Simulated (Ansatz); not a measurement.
A relaxation computed with Ansatz, from input to last step.

```yaml
crystal:
  lattice:
    - [5.4726356529, 0.0, 0.0]
    - [-2.7363178264, 4.739441501, 0.0]
    - [0.0, 0.0, 4.350607]
  atoms:
    - { symbol: Mn, position: [0.33333333, 0.66666667, 0.75], spin: 4.12 }
    - { symbol: Mn, position: [0.66666667, 0.33333333, 0.25], spin: 4.12 }
    - { symbol: Zn, position: [0.168392, 0.336784, 0.25] }
    - { symbol: Zn, position: [0.168392, 0.831608, 0.25] }
    - { symbol: Zn, position: [0.663216, 0.831608, 0.25] }
    - { symbol: Zn, position: [0.831608, 0.663216, 0.75] }
    - { symbol: Zn, position: [0.831608, 0.168392, 0.75] }
    - { symbol: Zn, position: [0.336784, 0.168392, 0.75] }
basis:
  ecutwfc: 500
kpoints:
  mp_grid: { grid: [9, 9, 8] }
hamiltonian:
  xc: r2scan
scf:
  occupations: { method: gaussian, width: 0.1 }
output:
  forces: true
  stress: true
  eigenvalues: true
  populations: true
magnetization:
  spin_polarized: true
relax:
  adjacent_minimum: "off"
  f_tol: 0.005
  max_steps: 80
  cell: { stress_tol: 0.05 }
```

```bash
ansatz run input.yaml --threads 2 --pin off --max-ram 5120MiB --backend cpu --events-out ev --progress --plain --runs-dir out
```

Method: DFT r2SCAN, scalar-relativistic, plane waves, PAW (Ansatz 0.2.0).

Of 4 frames 3 are shown, positions in Å and forces in eV/Å; the SCF threshold varies from step to step. Steps run on the plane waves of an earlier cell, with a Pulay correction in the pressure. The basis is chosen afresh for the last frame, the zero of the energies, and at times for earlier ones too; energy and pressure step there, also at an unchanged geometry.

```xyz
8
Lattice="5.4726 0.0000 0.0000 -2.7363 4.7394 0.0000 0.0000 0.0000 4.3506" Properties=species:S:1:pos:R:3:forces:R:3 pbc="T T T" step=1 free_energy_over_end_meV_per_atom=1.28 pressure_GPa=-0.88
Mn    0.0000    3.1596    3.2630    0.0000    0.0000    0.0000
Mn    2.7363    1.5798    1.0877    0.0000    0.0000    0.0000
Zn    0.0000    1.5962    1.0877    0.0000   -0.1181    0.0000
Zn   -1.3540    3.9414    1.0877   -0.1023    0.0591    0.0000
Zn    1.3540    3.9414    1.0877    0.1023    0.0591    0.0000
Zn    2.7363    3.1433    3.2630    0.0000    0.1181    0.0000
Zn    4.0903    0.7981    3.2630    0.1023   -0.0591    0.0000
Zn    1.3823    0.7981    3.2630   -0.1023   -0.0591    0.0000
8
Lattice="5.4666 0.0000 0.0000 -2.7333 4.7342 0.0000 0.0000 0.0000 4.3288" Properties=species:S:1:pos:R:3:forces:R:3 pbc="T T T" step=2 free_energy_over_end_meV_per_atom=0.19 pressure_GPa=-0.24
Mn    0.0000    3.1561    3.2466    0.0000    0.0000    0.0000
Mn    2.7333    1.5781    1.0822    0.0000    0.0000    0.0000
Zn    0.0000    1.5863    1.0822    0.0000   -0.0498    0.0000
Zn   -1.3595    3.9410    1.0822   -0.0431    0.0249    0.0000
Zn    1.3595    3.9410    1.0822    0.0431    0.0249    0.0000
Zn    2.7333    3.1479    3.2466    0.0000    0.0498    0.0000
Zn    4.0928    0.7932    3.2466    0.0431   -0.0249    0.0000
Zn    1.3738    0.7932    3.2466   -0.0431   -0.0249    0.0000
8
Lattice="5.4698 0.0000 0.0000 -2.7349 4.7369 0.0000 0.0000 0.0000 4.3111" Properties=species:S:1:pos:R:3:forces:R:3 pbc="T T T" step=4 free_energy_over_end_meV_per_atom=0.00 pressure_GPa=0.02
Mn    0.0000    3.1580    3.2333    0.0000    0.0000    0.0000
Mn    2.7349    1.5790    1.0778    0.0000    0.0000    0.0000
Zn    0.0000    1.5812    1.0778    0.0000    0.0009    0.0000
Zn   -1.3655    3.9463    1.0778    0.0008   -0.0005    0.0000
Zn    1.3655    3.9463    1.0778   -0.0008   -0.0005    0.0000
Zn    2.7349    3.1557    3.2333    0.0000   -0.0009    0.0000
Zn    4.1004    0.7906    3.2333   -0.0008    0.0005    0.0000
Zn    1.3694    0.7906    3.2333    0.0008    0.0005    0.0000
```

The run took 7.3 min on 2 threads of Arm Neoverse V1, on a shared host, peak memory 1.2 GiB.

The state reached may not be the lowest one. Only parallel moments were tried here.